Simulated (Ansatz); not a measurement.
FeSi₂ under pressure

The calculation used DFT LDA, scalar-relativistic, plane waves, PAW (Ansatz 0.2.0). Settings: 420 eV plane-wave cutoff, Γ-centred 16×16×8 mesh, Fermi-Dirac smearing of 0.15 eV. No spin polarisation. Phonons by linear response, acoustic sum rule imposed.

The cell, relaxed at this level:
```xyz
3
Lattice="2.6621 0.0000 0.0000 0.0000 2.6621 0.0000 0.0000 0.0000 5.0654" Properties=species:S:1:pos:R:3 pbc="T T T"
Fe    0.0000    0.0000    0.0000
Si    1.3310    1.3310    1.3730
Si    1.3310    1.3310    3.6924
```

In a metal, frequencies and elastic constants depend on the k mesh and the smearing, soft modes and shear constants most. Spin polarisation was left out, and a magnetic state may lie lower.

The cell is relaxed again at 3 and 10 GPa. How do volume, gap and optical modes at Γ (cm⁻¹, counted from the lowest optical one; a degenerate one stands once) change?

Results:

```tsv
	0 GPa	3 GPa	10 GPa
V/V0	1.000	0.986	0.956
gap (eV)	0.00	0.00	0.00
mode 1	233	236	244
mode 3	296	304	322
mode 5	368	376	394
mode 6	560	572	599
```

Cost: 3 runs of about 5.8 core-minutes in all, on Arm Neoverse V1 (shared hosts).